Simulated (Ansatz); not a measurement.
The relaxed structure here is a generated cell of ReSe2: the first start was made by placing the elements on the sites of a structure type, and the end was not matched to a known phase here, so it may be hypothetical.

A relaxed structure of ReSe₂. Level of theory: r2SCAN (plane waves to 500 eV, PAW, scalar-relativistic; Ansatz, a program for electronic structure).

```
CELL_PARAMETERS angstrom
      5.32347     0.00000     0.00000
      0.00000     6.16941     0.00000
      0.00000     0.00000     6.88867
ATOMIC_POSITIONS crystal
  Re 0.50000 0.50000 0.09507
  Re 0.50000 0.50000 0.65291
  Re 0.00000 0.00000 0.90493
  Re 0.00000 0.00000 0.34709
  Se 0.68664 0.85954 0.12183
  Se 0.72111 0.86630 0.62832
  Se 0.18664 0.64046 0.87817
  Se 0.22111 0.63370 0.37168
  Se 0.81336 0.35954 0.87817
  Se 0.77889 0.36630 0.37168
  Se 0.31336 0.14046 0.12183
  Se 0.27889 0.13370 0.62832
```

**Question.** Determine the symmetry and give the standard cell with its independent sites.

**Answer.** Space group P2₁2₁2 (No. 18); a = 5.323 Å, b = 6.169 Å, c = 6.889 Å, α = 90.00°, β = 90.00°, γ = 90.00°

```json
[
 {"atom": "Re", "site": "2a", "symmetry": "..2", "x": "0.0000", "y": "0.0000", "z": "0.9049"},
 {"atom": "Re", "site": "2a", "symmetry": "..2", "x": "0.0000", "y": "0.0000", "z": "0.3471"},
 {"atom": "Se", "site": "4c", "symmetry": "1", "x": "0.3134", "y": "0.1405", "z": "0.1218"},
 {"atom": "Se", "site": "4c", "symmetry": "1", "x": "0.2789", "y": "0.1337", "z": "0.6283"}
]
```

**Question.** Give the shortest distances between elements (the closest pairs, up to four, under 3.6 Å).

**Answer.** Re–Se 2.40 Å; Se–Se 2.64 Å; Re–Re 3.05 Å.

Volume per atom: 18.85 Å³
Density: 10.10 g/cm³
Band gap: zero (the bands touch at this level, without spin-orbit coupling)

No spin polarisation in the result.

It was reached from a disturbed copy of a Pnnm (No. 58) cell (AFLOW prototype AB2_oP6_58_a_g (as in Fe2C)), against which it lies -0.08 eV/atom.
